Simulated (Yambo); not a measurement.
Yambo run on AgI (space group P4/nmm, No. 129). The wavefunctions are PBEsol (Quantum ESPRESSO, PseudoDojo norm-conserving, 82 Ry, with spin-orbit coupling) ones on a 2×2×2 mesh (52 occupied bands); a = b = 4.3924 Å, c = 6.2191 Å, α = β = γ = 90.00°.

Yambo input:

```
rim_cut
gw0
dyson
el_el_corr
HF_and_locXC
ppa
em1d
RandQpts= 1000000
RandGvec= 1 Ry
EXXRLvcs= 82 Ry
VXCRLvcs= 328 Ry
Chimod= "HARTREE"
% BndsRnXp
 17 | 292 |
%
NGsBlkXp= 6 Ry
% LongDrXp
 1.0 | 1.0 | 1.0 |
%
PPAPntXp= 27.2114 eV
% GbndRnge
 1 | 196 |
%
GTermKind= "none"
DysSolver= "n"
ExtendOut
% QPkrange
 1 | 1 | 52 | 53 |
%
```

k points by index: 1 = Γ.

Table of the .qp output:

```
#    K-point    Band    Eo [eV]    E [eV]    E-Eo [eV]    Vxc [eV]    Vnlxc [eV]    Sc|Eo [eV]    Sc|E [eV]    dSc/dw|Eo [eV]    Re(Z)    Im(Z)
#
    1    52    0.000000    -0.188249    -0.188249    -15.16656    -18.20713    2.803707    2.852317    -7.022375    0.794867    -0.001455
    1    53    0.829283    1.412356    0.583073    -9.856783    -5.685437    -3.454695    -3.588273    -6.232645    0.813637    -0.001363
```
(The two width columns are left out.) Convergence of these settings isn't established.

Geometry relaxed with PBE+D3(BJ).

This is not the ordinary phase of the substance; no match was found in the copy of COD used, and its stability was not checked.
